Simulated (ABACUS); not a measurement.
# Worked estimates from a calculation on SnGeSe2 (Pmc2_1, 8 atoms in the cell; from Materials Project mp-1218835)

```
CELL_PARAMETERS angstrom
      3.95963     0.00000     0.00000
      0.00000     4.67704     0.00000
      0.00000     0.00000    11.37082
ATOMIC_POSITIONS crystal
  Sn 0.50000 0.36605 0.38335
  Sn 0.50000 0.63395 0.88335
  Ge 0.00000 0.12293 0.62746
  Ge 0.00000 0.87707 0.12746
  Se 0.00000 0.23593 0.84558
  Se 0.00000 0.76407 0.34558
  Se 0.50000 0.23363 0.14361
  Se 0.50000 0.76637 0.64361
```

Method: PBEsol, PseudoDojo 0.4 standard norm-conserving PBEsol (tails mended) pseudopotentials (plane waves; ABACUS).

Main settings: KPT = Gamma 3 3 1 0 0 0; basis_type = pw; dft_functional = PBESOL; ecutwfc = 86 Ry; smearing_method = gaussian; smearing_sigma = 0.000734986 Ry; potentials = PseudoDojo 0.4 standard norm-conserving PBEsol (tails mended); symmetry = 1.

The structure comes from a collection of computed structures, made at another level of theory; the collection holds predicted forms beside known ones.

The cell holds 1421.1 bohr³ and the plane-wave cutoff is 86.0 Ry.

Problem. How many plane waves does a k-point need, and how does the count grow with the cutoff?

Solution. In Rydberg units |k + G|² ≤ E, a sphere of radius √86.0 = 9.274 bohr⁻¹. Each G takes (2π)³/V of reciprocal space, so N = V E^(3/2)/(6π²) = 1421.1 × 797.5/59.218 = 19139. The program's largest count at a k-point is 19148; single k-points scatter about the estimate. The count grows as E^(3/2): 20 % more cutoff means 31 % more plane waves.

The cell was also run at V = 208.474 Å³ (F = -22319.67581 eV, P = -0.39 GPa) and V = 212.686 Å³ (F = -22319.65265 eV, P = -1.37 GPa), scaled uniformly; the base has V = 210.580 Å³, P = -0.89 GPa and F₀ = -22319.66743 eV.

Problem. Check the pressure against the energies, and estimate the bulk modulus and the volume of zero pressure.

Solution. P = −dF/dV ≈ −(0.02316 eV)/(4.212 Å³) = -0.00550 eV/Å³; times 160.218 GPa per eV/Å³ this is -0.88 GPa, against -0.89 GPa from the stress tensor. B = −V dP/dV ≈ −210.580 × (-0.98 GPa)/(4.212 Å³) = 49 GPa at this volume. The curvature of the energies, B = V (F₊ + F₋ − 2F₀)/(ΔV/2)², gives 49 GPa. To first order the pressure vanishes at V0 ≈ V(1 + P/B) = 206.75 Å³, so all lengths change by about -0.61 %. Shape and fractional positions were held, which usually makes B too large where they are free.

“Tails mended”: in these copies of the files the far tail of each local potential was reset to the Coulomb form.
